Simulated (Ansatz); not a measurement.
SnSe2 in space group R3m (No. 160; Sn on 3a, Se on 3a, Se on 3a), plane-wave PAW PBE (Ansatz code), all energies at zero smearing, with the estimated change up to a 700 eV cutoff added, with one set of potentials and settings (totals compare only within such a set). Cell of 3 atoms (1 Sn, 2 Se): -16962.723 eV.

```json
[
 {"element": "Sn", "reference phase": "Fd-3m, 2 atoms in the cell", "E (eV/atom)": "-6024.2128"},
 {"element": "Se", "reference phase": "P3_121, 3 atoms in the cell", "E (eV/atom)": "-5469.0798"}
]
```

Formation energy per atom, worked out: (-16962.723 − 1×(-6024.2128) − 2×(-5469.0798))/3 = -0.117 eV/atom (-11 kJ per mol of atoms), at 0 K, without zero-point energy or fitted corrections.

The cell is a constructed one: a structure type filled with these elements; neither database checked (COD, Materials Project) lists it. COD files the formula under space group No. 164, 217, so this cell is another polymorph or a model. Whether it is the stable phase at ambient conditions was not checked. The cell was relaxed with PBE under the symmetry of its start; its stability against distortions is not shown here. A crystal of weakly bound layers computed without a dispersion correction: the cell and the soft elastic constants depend strongly on that. The references are the lowest solids computed at this level, not always the standard phases. Scalar-relativistic: spin–orbit coupling is off unless named, which matters more the heavier the elements.

Potentials: the later of the program's two PAW sets.
